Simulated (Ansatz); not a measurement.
**Phase order of Pt**

Structure types of Pt are relaxed in primitive cells with their symmetry kept at 0 GPa, first on PAW files, then by LAPW. The enthalpy is E + pV at zero temperature, without zero-point motion. Only the types listed were tried, and differences under about 5 meV/atom are mesh noise.

All numbers are LDA results (scalar-relativistic) from Ansatz 0.2.0, with Fermi–Dirac smearing of 0.05 eV, no spin polarisation. Methods: LAPW: all electrons, basis error target 0.5 meV/atom; PAW: frozen-core files, cutoff 420 eV.

k meshes: fcc 18×18×18, bcc 19×19×19, hcp 17×17×9.

Spin–orbit coupling is left out, which matters for the heavy atoms. The PAW files were made under PBE.

Question: Order the types by LAPW enthalpy, lowest first.
A. hcp
B. fcc
C. bcc

Answer: B (0 meV/atom), A (60 meV/atom), C (123 meV/atom).

```
start type        ends as          a, b, c (Å)  V (Å³/atom)  H − H(lowest), LAPW (meV/atom)  same, PAW
       fcc     fcc, Fm-3m  3.894, 3.894, 3.894        14.76                             0.0        0.0
       bcc     bcc, Im-3m  3.102, 3.102, 3.102        14.93                           122.5      122.4
       hcp  hcp, P6_3/mmc  2.710, 2.710, 4.670        14.85                            59.7       59.8
```
